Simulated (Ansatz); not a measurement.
input.yaml (Ansatz 0.2.0):

```yaml
crystal:
  lattice:
    - [3.3811412444, 0.0, 0.0]
    - [0.0, 3.3811412444, 0.0]
    - [0.0, 0.0, 3.3811412444]
  atoms:
    - { symbol: Sc, position: [0.0, 0.0, 0.0] }
    - { symbol: Zn, position: [0.5, 0.5, 0.5] }
basis:
  ecutwfc: 420
  ecutrho_ratio: 4
kpoints:
  mp_grid: { grid: [10, 10, 10] }
hamiltonian:
  xc: pbesol
scf:
  occupations: { method: gaussian, width: 0.05 }
output:
  forces: true
  stress: true
  eigenvalues: true
```

Launched as:
```sh
ansatz run input.yaml --threads 4 --pin off --max-ram 8192MiB --backend cpu --events-out ev --progress --plain --runs-dir out
```

The start was a prototype's sites filled with these elements; the Crystallography Open Database holds the compound in this structure.

Task: Predict the main results.

Result: Pressure -5.1 GPa, gap on the mesh zero (metallic) (PBEsol, scalar-relativistic).

The output:

```
Pseudopotentials: kind: paw
Pseudopotential: Sc, paw, valence charge 11, recommended cutoff 420 eV (normal), Sc.paw.azcp
Pseudopotential: Zn, paw, valence charge 12, recommended cutoff 420 eV (normal), Zn.paw.azcp
Crystal: 2 atoms, lattice volume = 38.654 Å³
Basis set: ecut = 420 eV, 739 PW (Γ), exchange–correlation on 48×48×48 points (8 copies of the dense FFT grid, shifted against one another)
Bands: 16, of which v1, the nominal top of the filled ones, is band 12 counted from 1 (11 counted from 0)
Symmetry: 48 space group operations
Space group: Pm-3m (ITA 221), of the structure as read, at distance tolerance 3.4e-5 Å
k-points: 56 of 1000
Initial density: superposition of atomic densities (neutral atoms: chi_scale 0, normalization atom), corrected by the library's trained network
Initial wavefunctions: pseudopotential atomic-orbital guess
Functional: x = pbesol(κ = 0.804, μ = 0.12346), c = pbesol(β = 0.046)
```

```
SCF iter   1: F=—  HF=-5393.007359 eV  |F-HF|=—  |Δ(HF+E_count)|=         —  Δρ=5.64e-3  dr2=1.51e-2  ethr=1.77e-3  ⟨swp⟩=5.1  Hψ=4111  notcnv=0
SCF iter   2: F=—  HF=-5393.002994 eV  |F-HF|=—  |Δ(HF+E_count)|=   4.37e-3  Δρ=2.59e-3  dr2=3.47e-3  ethr=6.58e-5  ⟨swp⟩=2.0  Hψ=2170  notcnv=0  defer=13
SCF iter   3: F=—  HF=-5393.002085 eV  |F-HF|=—  |Δ(HF+E_count)|=   9.09e-4  Δρ=9.38e-4  dr2=1.93e-4  ethr=1.51e-5  ⟨swp⟩=2.4  Hψ=1576  notcnv=0  defer=13
SCF iter   4: F=—  HF=-5393.002075 eV  |F-HF|=—  |Δ(HF+E_count)|=   1.07e-5  Δρ=4.95e-4  dr2=6.03e-5  ethr=8.37e-7  ⟨swp⟩=2.0  Hψ=1288  notcnv=0  defer=13
SCF iter   5: F=—  HF=-5393.002008 eV  |F-HF|=—  |Δ(HF+E_count)|=   6.69e-5  Δρ=6.48e-5  dr2=9.41e-7  ethr=2.62e-7  ⟨swp⟩=2.0  Hψ=1206  notcnv=0  defer=13
SCF iter   6: F=-5393.002008 eV  HF=-5393.002008 eV  |F-HF|=9.83e-8  |Δ(HF+E_count)|=   1.85e-8  Δρ=1.63e-5  dr2=8.17e-8  ethr=4.35e-10  ⟨swp⟩=5.6  Hψ=4073  notcnv=0
```

```
SCF 1 converged in 6 iterations: F = -5393.002008 eV  dr2 = 8.17e-8
SCF converged after 6 iterations
Free energy (F): -5393.002008 eV
E sigma→0 (E₀):  -5393.000979 eV
Entropy (-TS):   -0.002058 eV (-1.029 meV/atom)
Fermi energy:    10.046909 eV
--- Per-component energies (eV) ---
  E_band       = -118.848742
  E_kinetic    = 391.107320
  E_local      = -2419.361564  (includes V_loc(G=0)·N_el)
  E_nonlocal   = 692.677988
  E_hartree    = 950.765466
  E_xc         = -239.906614
  E_vxc        = -182.101681  (∫ρ·V_xc dr)
  E_paw        = -2717.323709  (= ΣΔE_a)
  E_vpaw       = -502.711794  (= ΣTr[D̂ρ^β])
  E_aug_tail   = -0.000313  (compensation charges beyond the density's cutoff)
  E_ewald      = -2051.884903
  E_core_change = 0.926380  (= ΣΔE_core)
  E_smearing   = -0.002058  (= −TS)
--- Forces (eV/Å), atoms counted from 1 ---
  atom   1  Sc     0.00000000     0.00000000     0.00000000
  atom   2  Zn     0.00000000     0.00000000     0.00000000
--- Stress (GPa, compression-positive) ---
       -5.117167       0.000000       0.000000
        0.000000      -5.117167       0.000000
        0.000000       0.000000      -5.117167
  P = ⅓ Tr σ = -5.1172 GPa (-51.172 kbar)
--- Band table (eV; the first three rows and the last of 56) ---
  k-point 0: bands = ["-39.5207", "-18.1555", "-18.1555", "-18.1555", "2.5390", "2.9957", "2.9957", "3.2684", "3.2684", "3.2684", "10.1237", "10.1237", "12.8405", "12.8405", "12.8405", "15.2906"]
  k-point 1: bands = ["-39.5194", "-18.1713", "-18.1542", "-18.1542", "2.6823", "3.0035", "3.0195", "3.2621", "3.2621", "3.2709", "10.0625", "10.1476", "12.5722", "12.5722", "12.8428", "14.6409"]
  k-point 2: bands = ["-39.5160", "-18.2122", "-18.1508", "-18.1508", "2.9927", "3.0238", "3.1966", "3.2459", "3.2459", "3.2775", "9.6898", "10.2121", "12.0661", "12.0661", "12.8489", "13.7210"]
  k-point 55: bands = ["-39.4813", "-18.2760", "-18.2760", "-18.2760", "3.0734", "3.0734", "3.0734", "3.4387", "3.4387", "8.4330", "8.4330", "8.4330", "10.6798", "13.5897", "13.5897", "14.8459"]
```

It ran for 0.76 s on 4 threads of Arm Neoverse V1, with other jobs on the host, peak memory 0.34 GiB.
